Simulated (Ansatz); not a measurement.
Structures of Ba3OsPd: which is lowest?

Plane-wave DFT in Ansatz with scalar-relativistic PAW potentials, cutoff 420 eV, Γ-centred meshes chosen by cell and gap, Gaussian smearing with energies taken to zero width. Every cell was relaxed (cell and atoms) in a run of its own, within the symmetry of its start. Functional: PBE.

Relaxed structures (starts from databases or built by putting these elements on another compound's sites):
A. Pm-3m, 5 atoms in the computed cell, a = 5.825 Å; sites (symmetry × multiplicity) Ba 4/mm.m × 3, Pd m-3m × 1, Os m-3m × 1; start: built
B. P6_3/mmc, 10 atoms in the computed cell, a = 8.815 Å, c = 4.963 Å; sites (symmetry × multiplicity) Ba mm2 × 6, Pd -3m. × 2, Os -6m2 × 2; start: built

Question: Rank them by energy. Could pressure change the order?

Answer:
```csv
structure,group,E − E(lowest) (meV/atom),V (Å³/atom),gap on mesh (eV)
B,P6_3/mmc,0.0,33.40,0.00
A,Pm-3m,467,39.52,0.00
```

B is lowest, 467 meV/atom under A. The lowest is also the densest of these, so pressure wouldn't bring one of the others in at first order. Other structures may lie lower than all of these, and vibrations aren't counted.

Spin-orbit coupling is left out, which matters for the bands of heavy elements.